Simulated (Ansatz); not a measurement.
Input:

BiRh:
```yaml
crystal:
  lattice:
    - [4.11227, 0.00000, 0.00000]
    - [-2.05614, 3.56133, 0.00000]
    - [0.00000, 0.00000, 5.63248]
  atoms:
    - { symbol: Bi, position: [0.33333, 0.66667, 0.25000] }
    - { symbol: Bi, position: [0.66667, 0.33333, 0.75000] }
    - { symbol: Rh, position: [0.00000, 0.00000, 0.50000] }
    - { symbol: Rh, position: [0.00000, 0.00000, 0.00000] }
```

This is the PBEsol-relaxed structure.

All from DFT-PBEsol in the program Ansatz with PAW potentials, unless another level is named. Estimate the density of states at the Fermi level.

0.66 states/eV per atom (mean over ±0.08 eV).

What about the formation energy from the elements (no fitted shifts)?

-0.16 eV/atom.

Predict the gap with spin–orbit coupling.

none (metallic).

Space group P6_3/mmc (NiAs type). The first step of the workflow began from a Materials Project structure, measured or hypothetical; the Crystallography Open Database files this formula in space group No. 194, but the cells were not matched. Its standing as an ambient phase is unchecked. The cell was relaxed with PBEsol under the symmetry of its start; of distortions, only those at the zone centre were tested. The run is not spin-polarised. The references are the lowest solids computed at this level, not always the standard phases. Scalar-relativistic: spin–orbit coupling is off unless named, which matters more the heavier the elements.

Potentials: the later of the program's two PAW sets.
